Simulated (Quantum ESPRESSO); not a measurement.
Moving one atom in CuLiSnTi5

Calculated results; nothing here was measured. They come from Quantum ESPRESSO 7.5, a public plane-wave density functional program. Each row is one single-point run on a made-up periodic cell of eight metal atoms, with elements, volume, strain and displacements drawn at random and not relaxed, so a cell may be unstable or far from any real phase. There is no spin polarisation or spin-orbit coupling.

Settings: PBE unless stated; PseudoDojo standard norm-conserving files; Fermi-Dirac width 0.25 eV, which means electrons at about 2900 K; cutoff 1252 eV; 5 x 5 x 5 k mesh shifted half a step off Gamma. E is the free energy of the whole cell (internal energy minus TS), so a -TS column is already part of it. Stress is positive in tension, and the pressure P is minus a third of its trace.

Checks: one run of this series was repeated at a higher cutoff and on a denser mesh, which moved values by no more than 0.002 eV, 0.02 GPa and 0.003 eV/Å, and a second program with other atomic files agreed on it to 2 % rms in force and 0.5 GPa in pressure. Known limits: the copper pseudopotential is less sure than most, with forces differing by about three percent and pressure by about two GPa from a second method on plain copper; the tin pseudopotential is less sure than most, with forces differing by about three percent from a second method on plain tin; a spin test at this wide smearing found no moment, but such smearing suppresses magnetism that the real alloy may have.

The lattice is face-centred cubic, and the cell vectors in Å are (0.000, 4.039, 4.039); (4.039, 0.000, 4.039); (4.039, 4.039, 0.000), a volume of 131.74 Å³. The elements on sites 1 to 8 are Ti Li Ti Cu Ti Sn Ti Ti. The runs move the Ti atom on site 3 by u along z from its drawn, already displaced place and keep all else fixed. Forces are on that atom, and E is counted from run 4.

| run | u (Å) | Fx (eV/Å) | Fy (eV/Å) | Fz (eV/Å) | P (GPa) | E (meV) |
|---|---|---|---|---|---|---|
| 1 | -0.1963 | 0.097 | 0.206 | 1.138 | 4.71 | 109.3 |
| 2 | -0.1615 | 0.099 | 0.190 | 0.945 | 4.63 | 73.1 |
| 3 | -0.1057 | 0.106 | 0.172 | 0.640 | 4.52 | 28.9 |
| 4 | 0.0718 | 0.159 | 0.155 | -0.312 | 4.44 | 0.0 |
| 5 | 0.0986 | ? | ? | ? | ? | ? |
| 6 | 0.1597 | 0.188 | 0.157 | -0.792 | 4.54 | 48.4 |
| 7 | 0.1764 | 0.193 | 0.157 | -0.885 | 4.57 | 62.4 |

## Worked fit

A parabola through the runs shown gives Fz = 0.072 - 5.41 u + 0.0 u² eV/Å, with an error of 0.01 on the linear term and a scatter of 0.004 eV/Å. Minus its integral from run 1 to run 7 is -47 meV, and the table's energies differ by -47 meV.

## Withheld run

Question: what Fz should run 5 give?

The fit gives -0.461 ± 0.005 eV/Å. The calculation gave -0.457 eV/Å.
